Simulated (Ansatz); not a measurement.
input.yaml

```yaml
crystal:
  lattice:
    - [3.97, 0.0, 0.0]
    - [0.0, 3.97, 0.0]
    - [0.0, 0.0, 6.552]
  atoms:
    - { symbol: Mg, position: [0.5, 0.0, 0.1623] }
    - { symbol: Mg, position: [0.0, 0.5, 0.8377] }
    - { symbol: Mn, position: [0.0, 0.0, 0.5], spin: 2.2 }
    - { symbol: Mn, position: [0.5, 0.5, 0.5], spin: 2.2 }
    - { symbol: Ge, position: [0.5, 0.0, 0.7483] }
    - { symbol: Ge, position: [0.0, 0.5, 0.2517] }
basis:
  ecutwfc: 420
kpoints:
  mp_grid: { grid: [10, 10, 6] }
hamiltonian:
  xc: pbesol
scf:
  occupations: { method: gaussian, width: 0.1 }
output:
  forces: true
  stress: true
  eigenvalues: true
  populations: true
magnetization:
  spin_polarized: true
```

Run as
```bash
ansatz run input.yaml --threads 1 --pin off --max-ram 2560MiB --backend cpu --events-out ev --progress --plain --runs-dir out
```

Computed with DFT PBEsol, scalar-relativistic, plane waves, PAW (Ansatz 0.2.0).

Part of what the program printed, abridged (iterations and final results):

```
SCF iter   1: F=—  HF=-20068.529341 eV  |F-HF|=—  |Δ(HF+E_count)|=         —  Δρ=3.71e-2 (↑3.71e-2 ↓2.16e-2) dr2=9.34e0  dr2_m=3.37e-1  M=4.303 μB ∫|m|=4.943 μB  β_m=0.30  ethr=3.10e-3  ⟨swp⟩=5.9  Hψ=26662  notcnv=0  defer=49
Mixer restart at iter 1: flushing history
spin=Collinear: Kerker preconditioning applied to the charge; magnetization (m = ρ↑ − ρ↓) channel mixes plain (no charge-response kernel on spin).
SCF iter   2: F=—  HF=-20069.551583 eV  |F-HF|=—  |Δ(HF+E_count)|=    1.02e0  Δρ=2.54e-2 (↑2.54e-2 ↓1.78e-2) dr2=7.15e0  dr2_m=1.38e-1  M=4.228 μB ∫|m|=4.925 μB  β_m=0.65  ethr=3.10e-3  ⟨swp⟩=2.0  Hψ=10760  notcnv=0  defer=740
SCF iter   3: F=—  HF=-20069.757022 eV  |F-HF|=—  |Δ(HF+E_count)|=   2.05e-1  Δρ=9.48e-3 (↑9.48e-3 ↓7.43e-3) dr2=1.85e0  dr2_m=3.19e-3  M=4.131 μB ∫|m|=5.034 μB  β_m=0.66  ethr=3.10e-3  ⟨swp⟩=3.0  Hψ=12148  notcnv=0  defer=740
SCF iter   4: F=—  HF=-20068.721053 eV  |F-HF|=—  |Δ(HF+E_count)|=    1.04e0  Δρ=1.71e-2 (↑1.71e-2 ↓1.47e-2) dr2=9.68e-1  dr2_m=1.07e-2  M=4.206 μB ∫|m|=5.137 μB  β_m=0.69  ethr=2.37e-3  ⟨swp⟩=3.4  Hψ=13407  notcnv=0  defer=629
SCF iter   5: F=—  HF=-20069.419783 eV  |F-HF|=—  |Δ(HF+E_count)|=   6.99e-1  Δρ=9.38e-3 (↑2.89e-3 ↓9.38e-3) dr2=1.58e-1  dr2_m=1.96e-2  M=4.394 μB ∫|m|=5.294 μB  β_m=0.85  ethr=1.24e-3  ⟨swp⟩=2.6  Hψ=12053  notcnv=0  defer=653
SCF iter   6: F=—  HF=-20069.499138 eV  |F-HF|=—  |Δ(HF+E_count)|=         —  Δρ=7.57e-3 (↑5.52e-3 ↓7.57e-3) dr2=2.05e-1  dr2_m=1.46e-3  M=4.455 μB ∫|m|=5.339 μB  β_m=0.85  ethr=2.02e-4  ⟨swp⟩=2.0  Hψ=13564  notcnv=0  defer=654
Mixer restart at iter 6: flushing history
SCF iter   7: F=—  HF=-20069.556364 eV  |F-HF|=—  |Δ(HF+E_count)|=   5.72e-2  Δρ=1.32e-2 (↑1.32e-2 ↓3.41e-3) dr2=8.16e-2  dr2_m=5.28e-2  M=4.678 μB ∫|m|=5.567 μB  β_m=0.61  ethr=2.02e-4  ⟨swp⟩=2.2  Hψ=16238  notcnv=0  defer=654
SCF iter   8: F=—  HF=-20069.513641 eV  |F-HF|=—  |Δ(HF+E_count)|=   4.27e-2  Δρ=3.02e-3 (↑3.02e-3 ↓2.53e-3) dr2=1.04e-2  dr2_m=6.19e-3  M=4.610 μB ∫|m|=5.496 μB  β_m=0.84  ethr=1.05e-4  ⟨swp⟩=2.1  Hψ=16856  notcnv=0  defer=655
SCF iter   9: F=—  HF=-20069.510160 eV  |F-HF|=—  |Δ(HF+E_count)|=   3.48e-3  Δρ=1.79e-3 (↑1.79e-3 ↓9.84e-4) dr2=5.71e-3  dr2_m=1.71e-4  M=4.630 μB ∫|m|=5.521 μB  β_m=0.72  ethr=1.34e-5  ⟨swp⟩=2.0  Hψ=12726  notcnv=0  defer=655
SCF iter  10: F=—  HF=-20069.510061 eV  |F-HF|=—  |Δ(HF+E_count)|=   9.86e-5  Δρ=4.78e-4 (↑3.65e-4 ↓4.78e-4) dr2=5.45e-4  dr2_m=6.92e-6  M=4.615 μB ∫|m|=5.506 μB  β_m=0.78  ethr=7.33e-6  ⟨swp⟩=2.0  Hψ=12860  notcnv=0  defer=655
SCF iter  11: F=—  HF=-20069.510425 eV  |F-HF|=—  |Δ(HF+E_count)|=   3.64e-4  Δρ=1.79e-4 (↑1.79e-4 ↓5.50e-5) dr2=3.01e-5  dr2_m=1.01e-5  M=4.596 μB ∫|m|=5.487 μB  β_m=0.89  ethr=6.99e-7  ⟨swp⟩=2.0  Hψ=14379  notcnv=0  defer=655
SCF iter  12: F=—  HF=-20069.510416 eV  |F-HF|=—  |Δ(HF+E_count)|=   9.21e-6  Δρ=4.25e-5 (↑4.25e-5 ↓2.71e-5) dr2=6.77e-6  dr2_m=7.42e-8  M=4.596 μB ∫|m|=5.487 μB  β_m=0.91  ethr=3.86e-8  ⟨swp⟩=1.5  Hψ=8720  notcnv=0  defer=655
SCF iter  13: F=—  HF=-20069.510415 eV  |F-HF|=—  |Δ(HF+E_count)|=   1.01e-6  Δρ=1.06e-5 (↑1.06e-5 ↓5.13e-6) dr2=2.72e-7  dr2_m=1.61e-8  M=4.596 μB ∫|m|=5.487 μB  β_m=0.95  ethr=8.68e-9  ⟨swp⟩=2.0  Hψ=10083  notcnv=0  defer=655
SCF iter  14: F=-20069.510415 eV  HF=-20069.510415 eV  |F-HF|=3.56e-8  |Δ(HF+E_count)|=   1.61e-8  Δρ=3.16e-6 (↑3.16e-6 ↓2.05e-6) dr2=3.76e-8  dr2_m=9.56e-10  M=4.596 μB ∫|m|=5.487 μB  ethr=1.28e-10  ⟨swp⟩=9.3  Hψ=37710  notcnv=0
SCF 1 converged in 14 iterations: F = -20069.510415 eV  dr2 = 3.76e-8
WARN: an SCF from antiferromagnetic starting moments (0.00, 0.00, -2.46, 2.46, 0.00, 0.00 Bohr magnetons, atom by atom) was not made, by what the run has read of turns of its moments that order reads lower: the deck asks for what bars it, or types moments that do (magnetization.spin_polarized, in the input reference, names some of the keys), or the run goes by scf.lower_state_search: light, the default, which as a rule tries one only behind a close that has lost an order of both signs, or on which an open d or half-filled 4f shell of a PAW file has lost a moment that was set nearer to Hund's than to what is left; or, under a Hubbard U, one that names an f shell that the input leaves bare bes ...
SCF converged after 14 iterations
Magnetization: 4.5958 μB (41.2979 up, 36.7021 down)
Absolute magnetization: 5.4925 μB (∫|ρ↑−ρ↓|, with the PAW one-centre terms)
Spin contamination: 0.2692 ħ² per cell (⟨S²⟩ above its minimum at these occupations)
Per-site moments (μB) at R_I (Å): [(-0.02558678, 1.1189178), (-0.02558678, 1.1189178), (2.39680684, 1.05867975), (2.39680684, 1.05867975), (-0.09548936, 1.05867975), (-0.09548936, 1.05867975)]
Free energy (F): -20069.510415 eV
Harris-Foulkes:  -20069.510415 eV  (|F-HF|=3.56e-8)
Internal energy: -20069.488768 eV  (E = F + TS)
E sigma→0 (E₀):  -20069.499592 eV
Entropy (-TS):   -0.021647 eV (-3.608 meV/atom)
Fermi energy:    10.482659 eV
--- Per-component energies (eV) ---
  E_band       = -1440.790753
  E_kinetic    = 984.639850
  E_local      = -12489.410587  (includes V_loc(G=0)·N_el)
  E_nonlocal   = 1522.084559
  E_hartree    = 5158.609582
  E_xc         = -432.877249
  E_vxc        = -493.855673  (∫ρ·V_xc dr)
  E_paw        = -7064.703340  (= ΣΔE_a)
  E_vpaw       = -1281.450706  (= ΣTr[D̂ρ^β])
  E_aug_tail   = 0.000518  (compensation charges beyond the density's cutoff)
  E_ewald      = -7750.124998
  E_core_change = 2.292898  (= ΣΔE_core)
  E_smearing   = -0.021647  (= −TS)
--- Forces (eV/Å), atoms counted from 1 ---
  atom   1  Mg     0.00000000     0.00000000     0.45898147
  atom   2  Mg     0.00000000     0.00000000    -0.45898147
  atom   3  Mn     0.00000000     0.00000000     0.00000000
  atom   4  Mn     0.00000000     0.00000000     0.00000000
  atom   5  Ge     0.00000000     0.00000000    -1.05417279
  atom   6  Ge     0.00000000     0.00000000     1.05417279
--- Stress (GPa, compression-positive) ---
       -8.427492       0.000000       0.000000
        0.000000      -8.427492       0.000000
        0.000000       0.000000      -6.313666
  P = ⅓ Tr σ = -7.7229 GPa (-77.229 kbar)
--- Band table (eV; the first three rows and the last of 168) ---
  k-point 0 ↑: bands = ["-69.4254", "-69.4042", "-64.9155", "-64.9151", "-38.4053", "-38.3823", "-38.2896", "-38.2896", "-38.1877", "-38.1877", "-31.8716", "-31.8716", "-31.8687", "-31.8687", "-31.8321", "-31.8286", "-13.5069", "-13.5039", "-13.4959", "-13.4944", "-13.4909", "-13.4909", "-13.4892", "-13.4892", "-13.4824", "-13.4817", "-0.0172", "1.8046", "5.1109", "6.6524", "7.4370", "7.4370", "7.9646", "8.5941", "8.8937", "8.8937", "8.9055", "9.7606", "9.8976", "9.8976", "10.8140", "11.0630", "12.6069", "13.3059", "13.3059", "13.9776", "14.0772", "15.0237", "15.1667", "15.1667"]
  k-point 1 ↑: bands = ["-69.4254", "-69.4042", "-64.9155", "-64.9151", "-38.4053", "-38.3823", "-38.2896", "-38.2896", "-38.1877", "-38.1877", "-31.8716", "-31.8716", "-31.8687", "-31.8687", "-31.8321", "-31.8286", "-13.5068", "-13.5041", "-13.4958", "-13.4945", "-13.4908", "-13.4908", "-13.4893", "-13.4893", "-13.4823", "-13.4817", "0.0608", "1.6105", "5.3343", "6.6618", "7.4119", "7.4119", "7.9648", "8.6337", "8.9185", "8.9319", "8.9319", "9.7606", "9.9697", "9.9697", "10.6425", "10.8140", "12.8749", "12.8749", "13.0143", "13.8292", "13.9352", "15.0932", "15.7513", "15.7513"]
  k-point 2 ↑: bands = ["-69.4254", "-69.4042", "-64.9155", "-64.9151", "-38.4053", "-38.3823", "-38.2896", "-38.2896", "-38.1877", "-38.1877", "-31.8716", "-31.8716", "-31.8687", "-31.8687", "-31.8320", "-31.8287", "-13.5065", "-13.5043", "-13.4956", "-13.4947", "-13.4908", "-13.4908", "-13.4893", "-13.4893", "-13.4822", "-13.4818", "0.2821", "1.1911", "5.7736", "6.6766", "7.3658", "7.3658", "7.9650", "8.7789", "8.9450", "8.9975", "8.9975", "9.7606", "9.9421", "10.1622", "10.1622", "10.8140", "12.2318", "12.2318", "13.5453", "13.5860", "13.6721", "15.1851", "16.3836", "16.8840"]
  k-point 83 ↓: bands = ["-66.8114", "-66.8114", "-64.9232", "-64.9232", "-35.8121", "-35.8121", "-35.7302", "-35.7302", "-35.6727", "-35.6727", "-31.8823", "-31.8823", "-31.8786", "-31.8786", "-31.8413", "-31.8413", "-13.5268", "-13.5268", "-13.5169", "-13.5169", "-13.5104", "-13.5104", "-13.5092", "-13.5092", "-13.4962", "-13.4962", "2.4004", "2.4004", "6.4439", "6.4439", "7.0689", "7.0689", "7.8716", "7.8716", "9.3259", "9.3259", "10.0233", "10.0233", "11.5529", "11.5529", "11.8504", "11.8504", "12.9511", "12.9511", "14.4417", "14.4417", "14.4816", "14.4816", "15.9447", "15.9447"]
--- Löwdin populations: 6 sites ---
  site symbol q [e]    m [muB]
     0     Mg      8.6874    -0.0245
     1     Mg      8.6874    -0.0245
     2     Mn     14.5788     2.5759
     3     Mn     14.5788     2.5759
     4     Ge     15.3591    -0.2288
     5     Ge     15.3591    -0.2288
  spilling = 0.009608 (of n_electrons = 78.000000)
```

The run converged.

Time: 100 s on 1 thread of Arm Neoverse V1 (shared host), peak memory 0.83 GiB.

The state reached may not be the lowest one. The program reads another magnetic order as possibly lower. Only parallel moments were tried here.